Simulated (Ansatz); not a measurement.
Total density of states per atom from DFT-PBE in the program Ansatz with PAW potentials, in 0.25 eV bins, energy from the Fermi level:

(E (eV), states/eV/atom): (-7.85, 0.16); (-7.60, 0.18); (-7.35, 0.18); (-7.10, 0.23); (-6.85, 0.16); (-6.60, 0.15); (-6.35, 0.30); (-6.10, 0.34); (-5.85, 0.34); (-5.60, 0.25); (-5.35, 0.28); (-5.10, 0.44); (-4.85, 0.43); (-4.60, 0.60); (-4.35, 0.58); (-4.10, 0.42); (-3.85, 0.31); (-3.60, 0.32); (-3.35, 0.38); (-3.10, 0.65); (-2.85, 0.63); (-2.60, 0.82); (-2.35, 0.57); (-2.10, 0.44); (-1.85, 0.83); (-1.60, 0.66); (-1.35, 0.64); (-1.10, 0.40); (-0.85, 0.28); (-0.60, 0.26); (-0.35, 0.33); (-0.10, 0.35); (0.15, 0.31); (0.40, 0.36); (0.65, 0.49); (0.90, 0.72); (1.15, 0.64); (1.40, 0.53); (1.65, 0.43); (1.90, 0.42); (2.15, 0.34); (2.40, 0.37); (2.65, 0.44); (2.90, 0.47); (3.15, 0.58); (3.40, 0.77); (3.65, 0.75); (3.90, 0.84); (4.15, 0.86); (4.40, 0.47); (4.65, 0.50)

Task: Which of these materials gives this?
A. AlN, Pm-3n (Al on 6d, N on 6c)
B. Nb2AlB2, P-6m2 (Nb on 2h, Al on 1a, B on 1b, B on 1f)
C. AlRh3N, anti-perovskite
D. LuAlN2, Pna2_1 (Lu on 4a, Al on 4a, N on 4a, N on 4a)

Result: B, Nb2AlB2, P-6m2 (Nb on 2h, Al on 1a, B on 1b, B on 1f). Within 0.5 eV of the Fermi level: Nb 4d 82 %, B 2p 8 %, Al 3p 6 %. Projections are on Löwdin-orthogonalised atomic valence shells; empty p or d shells of many metals are not among them.

The start of the workflow was typed in or built on a structure type; neither database checked (COD, Materials Project) lists it. Its standing as an ambient phase is unchecked. The cell was relaxed with PBE under the symmetry of its start; whether a distortion lowers the energy is not shown. The run is not spin-polarised. Spin–orbit coupling is left out wherever it is not named.

Potentials: the earlier of the program's two PAW sets.
